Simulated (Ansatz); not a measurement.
TiH8N2F6:
Space group P-3m1 (No. 164); a = b = 5.7782 Å, c = 4.4906 Å, α = β = 90.00°, γ = 120.00°

```csv
atom,site,symmetry,x,y,z
Ti,1a,-3m.,0.0000,0.0000,0.0000
H,2d,3m.,0.3333,0.6667,0.0716
H,6i,.m.,0.2363,0.4725,0.3843
N,2d,3m.,0.3333,0.6667,0.3022
F,6i,.m.,0.3056,0.1528,0.2343
```

Relaxed with LDA.

**Question.** Give the optical modes at the zone centre with their infrared and Raman activity from DFPT, LDA (plane waves, PAW; program Ansatz).

**Answer.** Transverse frequencies, without the LO–TO term; a row sums one degenerate level.

```
ω (cm⁻¹)  degeneracy  IR ((D/Å)²/amu)  Raman (Å⁴/amu)  activity
--------  ----------  ---------------  --------------  --------
91i                2             8.52               0        IR
54i                2             0.00             1.6     Raman
44                 1             0.00               0    silent
135                1             0.00               0    silent
154                2             0.00             7.6     Raman
157                1             0.00               0    silent
177                1            14.43               0        IR
183                1             0.00             2.3     Raman
194                2             2.47               0        IR
208                2             8.75               0        IR
221                2             0.00             7.3     Raman
265                1             0.02               0        IR
271                2             0.00              19     Raman
284                2             1.10               0        IR
294                1             0.00              10     Raman
315                1             0.00               0    silent
477                2             0.00             1.9     Raman
536                1            22.22               0        IR
579                2            33.69               0        IR
609                1             0.00              85     Raman
1335               2            22.16               0        IR
1352               1             0.00              25     Raman
1357               2             0.00              88     Raman
1399               1            27.60               0        IR
1571               2             0.00               0    silent
1616               2             0.00              83     Raman
3212               1             4.33               0        IR
3226               1             0.00            1300     Raman
3256               2             0.00             480     Raman
3271               2            80.65               0        IR
3329               1             0.00              26     Raman
3330               1            17.11               0        IR
```

**Question.** How high does the top mode go among those that the LO–TO term moves?

**Answer.** 3312 cm⁻¹ for q along x, 3312 cm⁻¹ for q along y, 3348 cm⁻¹ for q along z.

The first step of the workflow began from a Materials Project structure, measured or hypothetical; the Crystallography Open Database files this formula in space group No. 164, but the cells were not matched. Its standing as an ambient phase is unchecked. The cell was relaxed with LDA under the symmetry of its start. At this level the phase is dynamically unstable (imaginary phonons). The run is not spin-polarised. A crystal of weakly bound molecules computed without a dispersion correction: the cell and the soft elastic constants depend strongly on that.

Potentials: the later of the program's two PAW sets.
